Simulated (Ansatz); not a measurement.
ZrSiO in space group P4/nmm (No. 129; Zr on 2c, Si on 2a, O on 2c) at seven volumes, r²SCAN in the plane-wave PAW code Ansatz, shape and atoms relaxed at each. One row is withheld.

```json
[
 {"V (Å³/atom)": "12.043", "P (GPa)": "21.30"},
 {"V (Å³/atom)": "12.440", "P (GPa)": "13.03"},
 {"V (Å³/atom)": "12.837", "P (GPa)": "5.99"},
 {"V (Å³/atom)": "13.234", "P (GPa)": "0.00"},
 {"V (Å³/atom)": "13.631", "P (GPa)": "?"},
 {"V (Å³/atom)": "14.028", "P (GPa)": "-9.34"},
 {"V (Å³/atom)": "14.425", "P (GPa)": "-12.93"}
]
```

Q: Fit the shown pressures and predict the withheld one.

A: Third-order Birch–Murnaghan: P = (3/2)B₀(x^(7/2) − x^(5/2))[1 + (3/4)(B′ − 4)(x − 1)] with x = (V₀/V)^(2/3). Least squares on the six rows gives V₀ = 13.235 Å³/atom, B₀ = 182.5 GPa, B′ = 4.49. At V = 13.631, x = 0.9805 and P = -5.04 GPa. The run itself gave -5.06 GPa.

The first step of the workflow began from a Materials Project structure, measured or hypothetical; the Crystallography Open Database copy checked does not list it. Whether it is the stable phase at ambient conditions was not checked. Symmetry was held in the r²SCAN relaxation; whether a distortion lowers the energy is not shown. The run is not spin-polarised.

Potentials: the later of the program's two PAW sets.
